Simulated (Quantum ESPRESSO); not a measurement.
pw.x input (Quantum ESPRESSO 7.5; LDA, PseudoDojo standard norm-conserving files, scalar-relativistic):

```
&CONTROL
  calculation = 'scf'
  pseudo_dir = './pseudo'
  outdir = './out'
  tprnfor = .true.
  tstress = .true.
/
&SYSTEM
  ibrav = 0
  nat = 2
  ntyp = 2
  ecutwfc = 82.3
  ecutrho = 329.2
  occupations = 'smearing'
  smearing = 'fd'
  degauss = 0.002
  nbnd = 19
  assume_isolated = '2D'
/
&ELECTRONS
  conv_thr = 2e-10
/
ATOMIC_SPECIES
Ge 72.6300 Ge.upf
Te 127.6000 Te.upf
CELL_PARAMETERS angstrom
  3.835261880826   0.000000000000   0.000000000000
 -1.917630940413   3.321434218962   0.000000000000
  0.000000000000   0.000000000000  14.400000000000
ATOMIC_POSITIONS crystal
Ge   0.333333333000   0.666666667000   0.053640015800
Te  -0.000000000000   0.000000000333  -0.053640015800
K_POINTS automatic
9 9 1 0 0 0
```

End of the output:

```
     total energy              =    -387.56684735 Ry
     estimated scf accuracy    <       0.00000005 Ry
     total energy              =    -387.56684736 Ry
     estimated scf accuracy    <          3.1E-09 Ry
     total energy              =    -387.56684736 Ry
     estimated scf accuracy    <          4.6E-10 Ry
[...]
     the Fermi energy is    -4.6388 ev
!    total energy              =    -387.56684736 Ry
     estimated scf accuracy    <          5.8E-11 Ry
     smearing contrib. (-TS)   =      -0.00000000 Ry
     internal energy E=F+TS    =    -387.56684736 Ry
     The total energy is F=E-TS. E is the sum of the following terms:
     one-electron contribution =   -1378.63998276 Ry
     hartree contribution      =     688.94626367 Ry
     xc contribution           =     -91.20616156 Ry
     ewald contribution        =     393.33303330 Ry
     convergence has been achieved in  11 iterations
     Forces acting on atoms (cartesian axes, Ry/au):
     atom    1 type  1   force =     0.00000000    0.00000000    0.00081521
     atom    2 type  2   force =     0.00000000    0.00000000   -0.00081521
     Total force =     0.001153     Total SCF correction =     0.000087
```
In a gapped system the printed Fermi energy is only some level inside the gap.

Spin-orbit coupling is not included.

Geometry relaxed with LDA.
